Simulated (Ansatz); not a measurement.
**Al₅GaP₆: stable or not**

It was reached by relaxing an invented guess, and it needn't be the stable form of this composition.

All numbers below come from DFT PBE, scalar-relativistic, plane waves, PAW (Ansatz 0.2.0). The final run on the 12-atom cell used 420 eV, a Γ-centred 12×12×2 mesh, 0.02 eV smearing and no spin polarisation.

Space group P3m1 (No. 156). a = 3.886 Å, b = 3.886 Å, c = 19.157 Å, α = 90.00°, β = 90.00°, γ = 120.00°
```
atom  site  symmetry       x       y       z
  Al    1c       3m. 0.6667  0.3333  0.1663
  Al    1c       3m. 0.6667  0.3333  0.4999
  Al    1c       3m. 0.6667  0.3333  0.8332
  Al    1b       3m. 0.3333  0.6667  0.9998
  Al    1b       3m. 0.3333  0.6667  0.6666
  Ga    1b       3m. 0.3333  0.6667  0.3335
   P    1c       3m. 0.6667  0.3333  0.2912
   P    1c       3m. 0.6667  0.3333  0.6248
   P    1c       3m. 0.6667  0.3333  0.9581
   P    1b       3m. 0.3333  0.6667  0.1247
   P    1b       3m. 0.3333  0.6667  0.4585
   P    1b       3m. 0.3333  0.6667  0.7915
```

Energies over the elements count from the elements' standard structures at the same level, with no fitted energy shifts. The references include black phosphorus.

Question: These tests were run: energy against the elements; random kick, then relaxation without symmetry; phonons on a 2×2×1 q mesh. What do they show?

Answer:

```json
{"test": "energy against the elements", "result": "−0.594 eV/atom"}
{"test": "random kick, then relaxation without symmetry", "result": "returns"}
{"test": "phonons on a 2×2×1 q mesh", "result": "no imaginary mode on the mesh"}
```

It fails none of these tests. Whether a mixture of other phases lies lower isn't tested here.

The reference form of P is held partly by dispersion forces, which this level lacks. The kick test ran on a coarse mesh. The run for the phonons used a 12×12×2 k mesh.
